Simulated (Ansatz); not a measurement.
**Si2Ni: relaxed-ion elastic tensor**

These are results of DFT PBE, scalar-relativistic, plane waves, PAW (Ansatz 0.2.0), not measurements. Settings: 420 eV plane-wave cutoff, Γ-centred 14×14×14 mesh, Fermi-Dirac smearing of 0.15 eV. No spin polarisation.

Equilibrium structure at this level:
```
CELL_PARAMETERS angstrom
0.00000 2.72351 2.72351
2.72351 0.00000 2.72351
2.72351 2.72351 0.00000
ATOMIC_POSITIONS crystal
Si 0.25000 0.25000 0.25000
Si 0.75000 0.75000 0.75000
Ni 0.00000 0.00000 0.00000
```

It was relaxed at this level from a cell as deposited in COD. In a metal, frequencies and elastic constants depend on the k mesh and the smearing, soft modes and shear constants most.

Problem. Give the relaxed-ion elastic constants (GPa, Voigt order xx yy zz yz xz xy, on the Cartesian axes of the cell above).

Solution.
C11 = 179.6, C12 = 126.2, C13 = 126.2, C22 = 179.6, C23 = 126.2, C33 = 179.6, C44 = 71.7, C55 = 71.7, C66 = 71.7 GPa; the others vanish.

Problem. Is the crystal stable against homogeneous strain?

Solution. Yes: the least eigenvalue of the tensor is 53.4 GPa.

Problem. And the moduli of a polycrystal (Hill averages)?

Solution. B = 144 GPa, G = 48 GPa, E = 130 GPa, ν = 0.35.
